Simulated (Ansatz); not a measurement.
SnSe$_{2}$ (CdI2 type)

```yaml
crystal:
  lattice:
    - [7.68056, 0.00000, 0.00000]
    - [-1.92014, 3.32578, 0.00000]
    - [0.00000, 0.00000, 6.00569]
  atoms:
    - { symbol: Sn, position: [0.00000, 0.00000, 0.00000] }
    - { symbol: Sn, position: [0.50000, 0.00000, 0.00000] }
    - { symbol: Se, position: [0.16667, 0.66667, 0.26533] }
    - { symbol: Se, position: [0.66667, 0.66667, 0.26533] }
    - { symbol: Se, position: [0.33333, 0.33333, 0.73467] }
    - { symbol: Se, position: [0.83333, 0.33333, 0.73467] }
```

Two-dimensional scan of atom 1 (Sn, nearest neighbour Se at 2.730 Å; its periodic images, 3.8 Å or more away, move with it): u runs along (1.000, 0.000, 0.000), v along (0.000, 1.000, 0.000) (Cartesian). Cell and other atoms are fixed.

Method: PBE-D3(BJ) (plane waves to 420 eV, PAW, scalar-relativistic; Ansatz, an electronic-structure program). k mesh 4×8×5 (Γ-centred), Fermi-Dirac smearing 0.05 eV. Energies are smeared free energies. Points where atoms come too close for the PAW data are left out (x in tables, blank in figures). As the smearing reaches across the gap at some points, energies and forces of such displacements shift with the k mesh and the smearing. SnSe2 was relaxed with its symmetry unable to fall. The last digit holds for this mesh only.

Changes of ΔE (meV/cell) from the point u = 0.000 Å, v = 0.000 Å when one coordinate moves alone (two changes are said to add if the coupling is within 5 % of the smaller one, nearly so within 20 %):

```csv
point,change
"u = 0.000 Å, v = -0.900 Å",3291.6
"u = 0.000 Å, v = -0.600 Å",1297.6
"u = 0.000 Å, v = -0.300 Å",297.0
"u = -0.900 Å, v = 0.000 Å",3900.7
"u = -0.600 Å, v = 0.000 Å",1647.0
"u = -0.300 Å, v = 0.000 Å",390.3
"u = 0.300 Å, v = 0.000 Å",390.3
"u = 0.600 Å, v = 0.000 Å",1647.0
"u = 0.900 Å, v = 0.000 Å",3900.7
"u = 0.000 Å, v = 0.300 Å",297.0
"u = 0.000 Å, v = 0.600 Å",1297.6
"u = 0.000 Å, v = 0.900 Å",3291.6
```

Q: Do the two effects add at u = -0.600 Å, v = -0.900 Å? Give the computed change.

A: The sum of the single changes is 1647.0 + (3291.6) = 4938.6; the calculation gives 5875.7, so the coupling contributes 937.1 (over 20 % of the smaller single change, not additive).

Q: Do the two effects add at u = 0.300 Å, v = 0.300 Å? Give the computed change.

A: The sum of the single changes is 390.3 + (297.0) = 687.3; the calculation gives 865.9, so the coupling contributes 178.6 (over 20 % of the smaller single change, not additive).

Q: What is the change at u = 0.300 Å, v = 0.600 Å, where both move, and how far is it from the sum?

A: The sum of the single changes is 390.3 + (1297.6) = 1687.9; the calculation gives 2039.6, so the coupling contributes 351.7 (over 20 % of the smaller single change, not additive).

(For displaced atoms, the force is minus the slope of the energy, and its curvature is a force constant, which sets phonon frequencies.)
